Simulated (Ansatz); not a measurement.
Input and output for fcc Pt (111), 5 layers: DFT, PBE, all-electron LAPW, scalar-relativistic (Ansatz 0.2.0).

The slab is cut from a bulk crystal relaxed on PAW files (its atoms may have been relaxed since).

Command: `ansatz run input.yaml --threads 2 --pin off --max-ram 4096MiB --backend cpu --events-out ev --progress --plain --runs-dir out` It took 93 s on 2 threads of Intel(R) Xeon(R) 6975P-C (Granite Rapids), on a shared host, peak memory 1 GiB.

```yaml
crystal:
  lattice:
    - [2.8080030017, 0.0, 0.0]
    - [-1.4040015008, 2.4318019334, 0.0]
    - [0.0, 0.0, 25.1709]
  atoms:
    - { symbol: Pt, position: [0.833333333, 0.166666667, 0.3178273444] }
    - { symbol: Pt, position: [0.166666667, 0.833333333, 0.408913672] }
    - { symbol: Pt, position: [0.5, 0.5, 0.5] }
    - { symbol: Pt, position: [0.833333333, 0.166666667, 0.5910863281] }
    - { symbol: Pt, position: [0.166666667, 0.833333333, 0.6821726556] }
kpoints:
  mp_grid: { grid: [13, 13, 1] }
scf:
  occupations: { method: fermi_dirac, width: 0.08 }
hamiltonian:
  xc: pbe
  pseudopotentials: { kind: all_electron, lapw: { basis_error: 0.001 } }
output:
  forces: true
  stress: true
  eigenvalues: true
  populations: true
  dos: { projected: true, de: 0.2, e_range: [-14, 8] }
efield:
  axis: 3
  amplitude: 0
  dipole_correction: true
```

Output:

```
Pt: projections on atomic orbitals take those of the free atom 1s2 2s2 2p6 3s2 3p6 3d10 4s2 4p6 4d10 4f14 5s2 5p6 5d9 6s1, of charge +0.00 (hamiltonian.pseudopotentials.projection_atoms)
LAPW: plane waves up to 8.300 Å⁻¹, error target 1.0e-3 eV per atom; small_component_spin mean_spin; Pt in spheres of 1.404 Å, 42 of its electrons in bands, Dirac shells [] (how accurate: hamiltonian.pseudopotentials.lapw.basis_error, Limitations)
Engine: ansatz 0.2.0
Pseudopotentials: kind: all_electron
Pseudopotential: Pt, LAPW, valence charge 42, lapw/all_electron/scalar/gaussian/Pt, Koelling and Harmon's equation, gaussian nucleus
Functional definition: PBE
  parameter kappa = 0.804
  parameter beta = 0.06672455060314922
  exchange = pbe_x(kappa = kappa, mu = beta*pi^2/3)
  correlation = pbe_c(beta = beta)
Crystal: 5 atoms, lattice volume = 171.880 Å³
Basis set: ecut = 262.4447023048 eV, 1687 PW (Γ), exchange–correlation at level 2
Bands: 126, of which v1, the nominal top of the filled ones, is band 105 counted from 1 (104 counted from 0)
Symmetry: 6 space group operations
k-points: 21 of 169 (time reversal used)
Non-local potential: Pt, projectors of the file, none
Initial density: superposition of atomic densities (neutral atoms: chi_scale 0, normalization atom)
Initial wavefunctions: plane waves of lowest kinetic energy (no species holds an atomic orbital)
Functional: x = pbe(κ = 0.804, μ = 0.2195149727645171), c = pbe(β = 0.06672455060314922)
iter 1 solved again at ethr=1.40e-3 eV; its pass at ethr=1.00e-1 eV (dr2=2.93e0 eV) is discarded
SCF iter   1: F=—  HF=-2504787.153965 eV  |F-HF|=—  |Δ(HF+E_count)|=         —  Δρ=2.23e-2  dr2=2.93e0  ethr=1.40e-3  p=0.000 e·Å  D=1.10e-13 V/Å  ΔV_dip=-0.00 eV  dr2_dipole=8.27e-12  V_vac-E_F(+/−)=4.70/4.70 eV  ⟨swp⟩=2.1  Hψ=16331  notcnv=0
efield: sawtooth ramp at fractional position 0.9500 (placed from the atoms, in the widest stretch of the axis that holds none; the zero of the levels goes with the place), width 0.1000; the density the first Hamiltonian is built on has a dipole p = 0.000 e·Å; the dipole correction subtracts the counter field D = 4.19e-13 V/Å, which shifts the + side's vacuum level by -0.00 eV against the − side's; the planar-averaged density in the ramp window peaks in size at 5.4e-7 e/Å³
preconditioner: auto → LDOS  [metal: Δε(μ)=0.012 eV  Ē_g=11.447 eV  σ=0.080 eV  W_gap=0.04  n_scr=76 (ndim 8)  ℏωp=20.0 eV  f_vac=0.527  D(μ)=10.84/eV (n_scr^D=128)  β→1.0]
SCF iter   2: F=—  HF=-2504786.808153 eV  |F-HF|=—  |Δ(HF+E_count)|=   3.46e-1  Δρ=9.70e-3  dr2=1.68e0  ethr=1.40e-3  p=0.000 e·Å  D=1.20e-7 V/Å  ΔV_dip=-0.00 eV  dr2_dipole=1.06e-8  V_vac-E_F(+/−)=5.62/5.62 eV  ⟨swp⟩=3.0  Hψ=8246  notcnv=0
SCF iter   3: F=—  HF=-2504785.511343 eV  |F-HF|=—  |Δ(HF+E_count)|=    1.30e0  Δρ=5.64e-3  dr2=4.90e-1  ethr=7.98e-4  p=-0.000 e·Å  D=-4.59e-7 V/Å  ΔV_dip=0.00 eV  dr2_dipole=4.26e-11  V_vac-E_F(+/−)=5.54/5.54 eV  ⟨swp⟩=3.0  Hψ=7693  notcnv=0
SCF iter   4: F=—  HF=-2504785.425104 eV  |F-HF|=—  |Δ(HF+E_count)|=   8.62e-2  Δρ=2.12e-3  dr2=1.42e-1  ethr=2.33e-4  p=-0.000 e·Å  D=-9.97e-7 V/Å  ΔV_dip=0.00 eV  dr2_dipole=3.06e-11  V_vac-E_F(+/−)=5.54/5.54 eV  ⟨swp⟩=2.0  Hψ=7816  notcnv=0
iter 5 solved again at ethr=6.69e-6 eV; its pass at ethr=6.74e-5 eV (dr2=1.40e-2 eV) is discarded
SCF iter   5: F=—  HF=-2504785.417897 eV  |F-HF|=—  |Δ(HF+E_count)|=         —  Δρ=8.72e-4  dr2=1.41e-2  ethr=6.69e-6  p=-0.000 e·Å  D=-1.99e-7 V/Å  ΔV_dip=0.00 eV  dr2_dipole=1.84e-10  V_vac-E_F(+/−)=5.67/5.67 eV  ⟨swp⟩=2.0  Hψ=13176  notcnv=0
the basis was enlarged: its passes take 1.9 MiB over the memory plan, 2 of 2 planned eigensolver slots
SCF iter   6: F=—  HF=-2504785.417490 eV  |F-HF|=—  |Δ(HF+E_count)|=   4.07e-4  Δρ=4.32e-4  dr2=6.14e-4  ethr=6.69e-6  p=-0.000 e·Å  D=-2.12e-7 V/Å  ΔV_dip=0.00 eV  dr2_dipole=1.11e-10  V_vac-E_F(+/−)=5.67/5.67 eV  ⟨swp⟩=2.0  Hψ=7754  notcnv=0
[... lines left out ...]
  E_smearing   = -0.224057  (= −TS)
  E_closure    = 0.000000  (closes the sum)
  E_atoms      = -2504756.089155  (free atoms, spherical and without spin; not in F)
  Σ components = -2504785.417435   (vs F -2504785.417435, Δ=0.00e0)
  Basis errors (estimates in eV, not in F): energy 2.9e-4 per atom: plane waves 2.6e-4 (1.4e-4 summed), levels above the bands 1.4e-74, relativity 7.9e-8, radial functions 3.3e-5, core shells 6.7e-8; eigenvalues (radial functions only) 1.3e-6; not estimated: angular momenta, meshes, grids; target (lapw.basis_error) 1.0e-3; muffin-tin radii Pt 1.404 Å
--- Forces (eV/Å), atoms counted from 1 ---
  atom   1  Pt     0.00000000    -0.00000000    -0.12910845
  atom   2  Pt    -0.00000000    -0.00000000     0.24090373
  atom   3  Pt     0.00000000     0.00000000    -0.00000138
  atom   4  Pt     0.00000000     0.00000000    -0.24090223
  atom   5  Pt     0.00000000     0.00000000     0.12910895
  max |Σ_I F_I| component: 6.21e-7 eV/Å
--- Stress (GPa, compression-positive) ---
       -3.820873      -0.000000       0.000000
       -0.000000      -3.820873       0.000000
        0.000000       0.000000       0.075820
  P = ⅓ Tr σ = -2.5220 GPa (-25.220 kbar)
--- Band table (eV; the first three rows and the last of 21) ---
  k-point 0: bands = ["-293.7857", "-293.7857", "-293.7774", "-293.7427", "-293.7427", "-293.7048", "-293.7048", "-293.7048", "-293.7048", "-293.7030", "-293.7030", "-293.6658", "-293.6658", "-293.6658", "-293.6658", "-293.3522", "-293.3522", "-293.3522", "-293.3522", "-293.2444", "-293.2444", "-293.2444", "-293.2444", "-293.2390", "-293.2390", "-88.9834", "-88.9074", "-88.9061", "-88.4830", "-88.4830", "-57.5351", "-57.5080", "-57.5080", "-57.5014", "-57.4869", "-57.4869", "-57.4784", "-57.4553", "-57.4553", "-57.4339", "-57.4339", "-57.4239", "-57.4239", "-57.4239", "-57.4239", "-57.4140", "-57.4140", "-57.4044", "-57.4044", "-57.4044", "-57.4044", "-57.1077", "-57.1077", "-57.1034", "-57.1034", "-57.0064", "-57.0064", "-57.0064", "-57.0064", "-56.9696", "-56.9696", "-56.9696", "-56.9696", "-56.9624", "-56.9624", "-43.3333", "-43.1556", "-43.0429", "-43.0429", "-43.0396", "-42.9693", "-42.9693", "-42.9630", "-42.9630", "-42.6306", "-42.6306", "-42.6306", "-42.6306", "-42.5001", "-42.4992", "-0.0361", "0.9177", "1.9811", "2.6273", "2.6506", "5.6895", "5.7845", "5.8882", "5.8882", "5.9876", "5.9876", "6.1316", "6.1316", "6.1841", "6.4824", "6.4824", "6.5149", "6.5149", "7.1460", "7.8625", "7.8625", "8.0256", "8.0256", "8.4727", "8.4727", "9.0895", "9.0895", "9.3087", "9.4110", "9.4110", "10.0108", "14.7466", "15.0617", "15.7721", "17.1227", "17.2429", "19.3468", "19.9067", "22.1187", "22.7679", "24.0422", "24.5715", "24.7392", "25.2339", "25.3954", "25.8404"]
  k-point 1: bands = ["-293.7857", "-293.7857", "-293.7774", "-293.7427", "-293.7427", "-293.7048", "-293.7048", "-293.7048", "-293.7048", "-293.7030", "-293.7030", "-293.6658", "-293.6658", "-293.6658", "-293.6658", "-293.3522", "-293.3522", "-293.3522", "-293.3522", "-293.2444", "-293.2444", "-293.2444", "-293.2444", "-293.2390", "-293.2390", "-88.9823", "-88.9063", "-88.9051", "-88.4819", "-88.4819", "-57.5351", "-57.5080", "-57.5080", "-57.5015", "-57.4869", "-57.4869", "-57.4783", "-57.4553", "-57.4553", "-57.4341", "-57.4341", "-57.4240", "-57.4239", "-57.4239", "-57.4239", "-57.4139", "-57.4139", "-57.4044", "-57.4044", "-57.4044", "-57.4044", "-57.1076", "-57.1076", "-57.1036", "-57.1036", "-57.0064", "-57.0064", "-57.0063", "-57.0063", "-56.9697", "-56.9697", "-56.9696", "-56.9696", "-56.9624", "-56.9624", "-43.3279", "-43.1566", "-43.0576", "-43.0478", "-43.0436", "-42.9844", "-42.9813", "-42.9738", "-42.9671", "-42.6484", "-42.6484", "-42.6351", "-42.6351", "-42.4983", "-42.4975", "0.1655", "1.1141", "2.1794", "2.8145", "2.8492", "5.5344", "5.5949", "5.7604", "6.0222", "6.0312", "6.0337", "6.0890", "6.1843", "6.2779", "6.4194", "6.4820", "6.6043", "6.6576", "6.8592", "7.6923", "7.7171", "8.0645", "8.0669", "8.3534", "8.4754", "8.5667", "9.0269", "9.0932", "9.4231", "10.1503", "11.0052", "14.8755", "15.2171", "15.8767", "17.2112", "17.3804", "19.4980", "20.0060", "22.2730", "22.8998", "24.3203", "24.8621", "24.9472", "25.4554", "25.5565", "26.0399"]
  k-point 2: bands = ["-293.7857", "-293.7857", "-293.7774", "-293.7427", "-293.7427", "-293.7048", "-293.7048", "-293.7048", "-293.7048", "-293.7030", "-293.7030", "-293.6658", "-293.6658", "-293.6658", "-293.6658", "-293.3522", "-293.3522", "-293.3522", "-293.3522", "-293.2444", "-293.2444", "-293.2444", "-293.2444", "-293.2390", "-293.2390", "-88.9792", "-88.9034", "-88.9024", "-88.4790", "-88.4790", "-57.5349", "-57.5081", "-57.5080", "-57.5020", "-57.4870", "-57.4868", "-57.4781", "-57.4551", "-57.4551", "-57.4345", "-57.4345", "-57.4241", "-57.4241", "-57.4239", "-57.4239", "-57.4138", "-57.4138", "-57.4045", "-57.4045", "-57.4043", "-57.4043", "-57.1074", "-57.1074", "-57.1040", "-57.1040", "-57.0064", "-57.0064", "-57.0062", "-57.0062", "-56.9699", "-56.9699", "-56.9697", "-56.9697", "-56.9623", "-56.9623", "-43.3129", "-43.1680", "-43.0907", "-43.0630", "-43.0616", "-43.0339", "-43.0140", "-42.9864", "-42.9784", "-42.6973", "-42.6972", "-42.6473", "-42.6473", "-42.4935", "-42.4930", "0.7377", "1.6571", "2.7104", "3.3056", "3.3838", "5.0859", "5.3421", "5.4487", "5.6861", "5.9030", "6.1471", "6.2987", "6.3223", "6.3966", "6.4501", "6.5883", "6.6971", "6.8956", "7.0654", "7.3247", "7.5869", "7.6963", "7.9277", "8.0589", "8.4819", "8.5199", "9.0970", "9.4530", "9.6000", "11.1182", "12.3837", "15.2400", "15.6833", "16.1952", "17.5284", "17.7913", "19.9412", "20.2939", "22.6718", "23.2156", "24.5172", "24.8523", "25.4109", "25.5899", "25.7967", "26.3509"]
  k-point 20: bands = ["-293.7857", "-293.7857", "-293.7774", "-293.7427", "-293.7427", "-293.7048", "-293.7048", "-293.7048", "-293.7048", "-293.7030", "-293.7030", "-293.6658", "-293.6658", "-293.6658", "-293.6658", "-293.3522", "-293.3522", "-293.3522", "-293.3522", "-293.2444", "-293.2444", "-293.2444", "-293.2444", "-293.2390", "-293.2390", "-88.9618", "-88.8868", "-88.8868", "-88.4625", "-88.4625", "-57.5339", "-57.5086", "-57.5084", "-57.5044", "-57.4869", "-57.4868", "-57.4770", "-57.4540", "-57.4540", "-57.4369", "-57.4369", "-57.4247", "-57.4247", "-57.4245", "-57.4245", "-57.4128", "-57.4128", "-57.4042", "-57.4042", "-57.4041", "-57.4041", "-57.1064", "-57.1064", "-57.1059", "-57.1059", "-57.0060", "-57.0060", "-57.0059", "-57.0059", "-56.9707", "-56.9707", "-56.9705", "-56.9705", "-56.9617", "-56.9617", "-43.3042", "-43.2729", "-43.2587", "-43.2112", "-43.1758", "-43.1646", "-43.1055", "-43.0871", "-43.0817", "-42.8624", "-42.8623", "-42.8190", "-42.8190", "-42.4683", "-42.4683", "3.9790", "4.0050", "4.2873", "4.4398", "4.7326", "4.7981", "4.8472", "4.9936", "5.2228", "5.7223", "5.7945", "5.9864", "6.5481", "6.5534", "6.7330", "6.7447", "7.3926", "7.5481", "7.8277", "7.9967", "8.7227", "8.9725", "9.1713", "9.2222", "9.3784", "13.1757", "13.9877", "14.4945", "14.5338", "14.9667", "15.4816", "15.9246", "16.8990", "17.0221", "17.5472", "17.9513", "19.2397", "19.2728", "20.5455", "20.7579", "21.1014", "21.4480", "22.4902", "22.5750", "22.6931", "23.0421"]
--- Löwdin populations: 5 sites ---
  site symbol       q [e]
     0     Pt     77.9207
     1     Pt     77.8322
     2     Pt     77.8503
     3     Pt     77.8322
     4     Pt     77.9207
  spilling = 0.001651 (of n_electrons = 390.000000)
```

populations.tsv:

```
# site	symbol	l	j	q
# orbitals = lowdin
# n_electrons = 390.000000
# spilling = 0.001651
# projection_atom_Pt: 1s2 2s2 2p6 3s2 3p6 3d10 4s2 4p6 4d10 4f14 5s2 5p6 5d9 6s1
0	Pt	0_1S	-	2.000000
0	Pt	0_2S	-	1.999995
0	Pt	0_3S	-	1.999935
0	Pt	0_4S	-	1.999360
0	Pt	0_5S	-	1.990476
0	Pt	0_6S	-	1.000246
0	Pt	1_2P	-	6.000000
0	Pt	1_3P	-	6.000000
0	Pt	1_4P	-	5.999982
0	Pt	1_5P	-	5.997803
0	Pt	2_3D	-	10.000000
0	Pt	2_4D	-	9.999994
0	Pt	2_5D	-	8.932926
0	Pt	3_4F	-	13.999991
1	Pt	0_1S	-	2.000000
1	Pt	0_2S	-	1.999993
1	Pt	0_3S	-	1.999911
1	Pt	0_4S	-	1.999120
1	Pt	0_5S	-	1.986909
1	Pt	0_6S	-	0.939385
1	Pt	1_2P	-	6.000000
1	Pt	1_3P	-	6.000000
1	Pt	1_4P	-	5.999986
1	Pt	1_5P	-	5.998279
1	Pt	2_3D	-	10.000000
1	Pt	2_4D	-	9.999993
1	Pt	2_5D	-	8.908599
1	Pt	3_4F	-	13.999992
2	Pt	0_1S	-	2.000000
2	Pt	0_2S	-	1.999993
2	Pt	0_3S	-	1.999911
2	Pt	0_4S	-	1.999119
2	Pt	0_5S	-	1.986899
2	Pt	0_6S	-	0.964909
2	Pt	1_2P	-	6.000000
2	Pt	1_3P	-	6.000000
2	Pt	1_4P	-	5.999985
2	Pt	1_5P	-	5.998216
2	Pt	2_3D	-	10.000000
2	Pt	2_4D	-	9.999992
2	Pt	2_5D	-	8.901324
2	Pt	3_4F	-	13.999992
3	Pt	0_1S	-	2.000000
3	Pt	0_2S	-	1.999993
3	Pt	0_3S	-	1.999911
3	Pt	0_4S	-	1.999120
3	Pt	0_5S	-	1.986909
3	Pt	0_6S	-	0.939385
3	Pt	1_2P	-	6.000000
3	Pt	1_3P	-	6.000000
3	Pt	1_4P	-	5.999986
3	Pt	1_5P	-	5.998279
3	Pt	2_3D	-	10.000000
3	Pt	2_4D	-	9.999993
3	Pt	2_5D	-	8.908599
3	Pt	3_4F	-	13.999992
4	Pt	0_1S	-	2.000000
4	Pt	0_2S	-	1.999995
4	Pt	0_3S	-	1.999935
4	Pt	0_4S	-	1.999360
4	Pt	0_5S	-	1.990476
4	Pt	0_6S	-	1.000246
4	Pt	1_2P	-	6.000000
4	Pt	1_3P	-	6.000000
4	Pt	1_4P	-	5.999982
4	Pt	1_5P	-	5.997803
4	Pt	2_3D	-	10.000000
4	Pt	2_4D	-	9.999994
4	Pt	2_5D	-	8.932927
4	Pt	3_4F	-	13.999991
```

Next run (atoms relaxed), as changes to the input before:

```diff
   atoms:
-    - { symbol: Pt, position: [0.833333333, 0.166666667, 0.3178273444] }
-    - { symbol: Pt, position: [0.166666667, 0.833333333, 0.408913672] }
-    - { symbol: Pt, position: [0.5, 0.5, 0.5] }
-    - { symbol: Pt, position: [0.833333333, 0.166666667, 0.5910863281] }
-    - { symbol: Pt, position: [0.166666667, 0.833333333, 0.6821726556] }
+    - { symbol: Pt, position: [0.8333333333, 0.1666666667, 0.3178295407] }
+    - { symbol: Pt, position: [0.1666666667, 0.8333333333, 0.4097474799] }
+    - { symbol: Pt, position: [0.5, 0.5, 0.50000002] }
+    - { symbol: Pt, position: [0.8333333333, 0.1666666667, 0.5902524639] }
+    - { symbol: Pt, position: [0.1666666667, 0.8333333333, 0.6821704957] }
 kpoints:
   eigenvalues: true
-  populations: true
-  dos: { projected: true, de: 0.2, e_range: [-14, 8] }
+relax:
+  f_tol: 0.01
+  max_steps: 12
 efield:
```

Results part of the output:

```
SCF converged after 4 iterations
Free energy (F): -2504785.422297 eV
Harris-Foulkes:  -2504785.422297 eV  (|F-HF|=1.21e-8)
Internal energy: -2504785.200485 eV  (E = F + TS)
E sigma→0 (E₀):  -2504785.311391 eV
Entropy (-TS):   -0.221812 eV (-44.362 meV/atom)
Fermi energy:    9.425245 eV
Dipole field:    D = -0.000000 V/Å  (p = -0.000000 e·Å, saw-weighted, corrected)
Work function:   Φ+ = 5.6763 eV   Φ− = 5.6763 eV
Levels:          The Fermi level and band energies are counted from a zero that moves with the ramp; work functions are not
[... lines left out ...]
  k-point 2: bands = ["-293.8142", "-293.8142", "-293.8093", "-293.7700", "-293.7700", "-293.7092", "-293.7092", "-293.7092", "-293.7092", "-293.7078", "-293.7078", "-293.6704", "-293.6704", "-293.6704", "-293.6704", "-293.3402", "-293.3402", "-293.3402", "-293.3402", "-293.2292", "-293.2292", "-293.2292", "-293.2292", "-293.2241", "-293.2241", "-89.0112", "-88.9080", "-88.9071", "-88.4634", "-88.4634", "-57.5645", "-57.5405", "-57.5403", "-57.5243", "-57.5176", "-57.5175", "-57.5036", "-57.4596", "-57.4596", "-57.4383", "-57.4383", "-57.4291", "-57.4291", "-57.4289", "-57.4289", "-57.4179", "-57.4179", "-57.4092", "-57.4092", "-57.4091", "-57.4091", "-57.0958", "-57.0958", "-57.0926", "-57.0926", "-56.9915", "-56.9915", "-56.9914", "-56.9914", "-56.9545", "-56.9545", "-56.9543", "-56.9543", "-56.9469", "-56.9469", "-43.3533", "-43.1828", "-43.1061", "-43.0884", "-43.0707", "-43.0381", "-43.0206", "-42.9903", "-42.9829", "-42.6840", "-42.6838", "-42.6338", "-42.6338", "-42.4731", "-42.4727", "0.6982", "1.6835", "2.7118", "3.2965", "3.3920", "5.0631", "5.3095", "5.4272", "5.7141", "5.9268", "6.1344", "6.2721", "6.3082", "6.4002", "6.4169", "6.5903", "6.7041", "6.9285", "7.0884", "7.3249", "7.5751", "7.7109", "7.9133", "8.0703", "8.4975", "8.5110", "9.0810", "9.4541", "9.6114", "11.1131", "12.3851", "15.2432", "15.6813", "16.2041", "17.5573", "17.7816", "19.9614", "20.2604", "22.6657", "23.2104", "24.5129", "24.8416", "25.4065", "25.6098", "25.7691", "26.3471"]
  k-point 20: bands = ["-293.8142", "-293.8142", "-293.8093", "-293.7700", "-293.7700", "-293.7092", "-293.7092", "-293.7092", "-293.7092", "-293.7078", "-293.7078", "-293.6704", "-293.6704", "-293.6704", "-293.6704", "-293.3402", "-293.3402", "-293.3402", "-293.3402", "-293.2292", "-293.2292", "-293.2292", "-293.2292", "-293.2241", "-293.2241", "-88.9938", "-88.8914", "-88.8914", "-88.4469", "-88.4469", "-57.5636", "-57.5410", "-57.5408", "-57.5267", "-57.5175", "-57.5174", "-57.5025", "-57.4585", "-57.4585", "-57.4407", "-57.4407", "-57.4297", "-57.4297", "-57.4295", "-57.4295", "-57.4169", "-57.4169", "-57.4090", "-57.4090", "-57.4089", "-57.4089", "-57.0950", "-57.0950", "-57.0944", "-57.0944", "-56.9912", "-56.9912", "-56.9911", "-56.9911", "-56.9553", "-56.9553", "-56.9551", "-56.9551", "-56.9463", "-56.9463", "-43.3324", "-43.3011", "-43.2876", "-43.2148", "-43.1824", "-43.1680", "-43.1200", "-43.0899", "-43.0880", "-42.8503", "-42.8502", "-42.8066", "-42.8065", "-42.4465", "-42.4465", "3.9236", "3.9541", "4.2461", "4.4249", "4.6999", "4.8255", "4.8883", "5.0241", "5.2451", "5.7269", "5.8027", "5.9824", "6.5638", "6.5649", "6.7502", "6.7605", "7.4116", "7.5597", "7.8095", "7.9655", "8.7087", "8.9597", "9.1698", "9.2173", "9.3778", "13.1653", "13.9981", "14.4881", "14.5294", "14.9687", "15.4855", "15.9208", "16.9082", "17.0167", "17.5688", "17.9526", "19.2491", "19.2639", "20.5450", "20.7654", "21.0885", "21.4458", "22.4683", "22.5605", "22.6999", "23.0570"]
--- Relaxed structure (2 steps of the walk, 2 accepted, 0 SCFs on fresh bases) ---
  F+E_penalty+E_count = -2504785.42229711 eV   max|allowed force component| = 6.050e-3 eV/Å
  atoms:
    - { symbol: Pt, position: [0.8333333333333334, 0.16666666666666666, 0.3178295407] }
    - { symbol: Pt, position: [0.16666666666666666, 0.8333333333333333, 0.40974747989999993] }
    - { symbol: Pt, position: [0.5, 0.49999999999999994, 0.50000002] }
    - { symbol: Pt, position: [0.8333333333333334, 0.16666666666666666, 0.5902524638999999] }
    - { symbol: Pt, position: [0.16666666666666666, 0.8333333333333333, 0.6821704956999999] }
```

Spin–orbit coupling is left out, which matters for the heavy atoms.
